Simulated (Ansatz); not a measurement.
CoSn (CoSn type, space group P6/mmm)

```yaml
crystal:
  lattice:
    - [5.29399, 0.00000, 0.00000]
    - [-2.64700, 4.58473, 0.00000]
    - [0.00000, 0.00000, 4.23543]
  atoms:
    - { symbol: Co, position: [0.50000, 0.00000, 0.00000] }
    - { symbol: Co, position: [0.50000, 0.50000, 0.00000] }
    - { symbol: Co, position: [0.00000, 0.50000, 0.00000] }
    - { symbol: Sn, position: [0.00000, 0.00000, 0.00000] }
    - { symbol: Sn, position: [0.33333, 0.66667, 0.50000] }
    - { symbol: Sn, position: [0.66667, 0.33333, 0.50000] }
```

In this cell atom 1 (Co, nearest neighbour Sn at 2.612 Å; its periodic images, 4.2 Å or more away, move with it) is moved by s towards the nearest neighbour, unit vector (0.000, 0.585, 0.811); all other atoms and the cell stay fixed.

The numbers are results of PBE (plane waves to 420 eV, PAW, scalar-relativistic; Ansatz, a program for electronic structure), not measurements. k mesh 8×8×9 (Γ-centred), Fermi-Dirac smearing 0.05 eV. Energies are smeared free energies. With partly filled bands, energies and forces of such displacements shift with the k mesh and the smearing. CoSn is run without spin polarisation. CoSn was relaxed with its symmetry unable to fall. The zero of ΔE is the undisplaced structure. The last digit holds for this mesh only.

```tsv
s (Å)	ΔE (meV/cell)
-0.520	1491.0
-0.416	withheld
-0.312	422.1
-0.208	172.6
-0.104	41.0
0.000	0.0
0.104	41.0
0.208	172.6
0.312	422.1
0.416	withheld
0.520	1491.0
```

Fit an even polynomial form (powers 2, 4, 6) to the given rows and predict ΔE at s = 0.416.

Least squares on the 9 given rows: ΔE = (3720)·s² + (6153)·s⁴ + (1778)·s⁶, in meV/cell with s in Å; root-mean-square residual 0.04 meV/cell. At 0.416 the fit gives 837.3 meV/cell; the calculation gives 837.2 meV/cell, so the interpolation is off by 0.1 (+0.0 %). The quadratic term alone would give 643.8 meV/cell.

(For displaced atoms, the force is minus the slope of the energy, and its curvature is a force constant, which sets phonon frequencies.)
